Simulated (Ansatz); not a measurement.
## Li3Au5: computed properties

The calculation used Ansatz, DFT PBE, scalar-relativistic, plane waves, PAW.

Cutoff 420 eV; k points 8×8×8 on the computed 8-atom cell (Γ-centred); Gaussian smearing, width 0.10 eV; no spin polarisation.

The structure is relaxed at this level of theory with its symmetry kept, and needn't be the ground state of this composition.

Space group Im-3m (No. 229), cubic, a = 6.398 Å. Li is surrounded by 8 Au at 2.77 Å, 2 Au at 3.20 Å and 4 Li at 3.20 Å; Au on a site of symmetry -3m is surrounded by 2 Au at 2.77 Å, 6 Li at 2.77 Å and 6 Au at 3.20 Å; Au on a site of symmetry m-3m is surrounded by 8 Au at 2.77 Å and 6 Li at 3.20 Å.

| Property | Result |
| --- | --- |
| Volume per atom | 16.37 Å³ |
| Formation energy from the elements' standard states (uncorrected) | -0.441 eV/atom |
| Kohn–Sham band gap | none (metal) |
| Density of states at the Fermi level | 1.5 states/eV per cell |
| Bader charge by site (e) | Li (3 in the cell) 0.86, Au (4 in the cell) -0.59, Au (1 in the cell) -0.21 |

Spin-orbit coupling is left out, which matters for the bands of heavy elements.

The cell was found from a structure generator's guess, not taken from experiment.
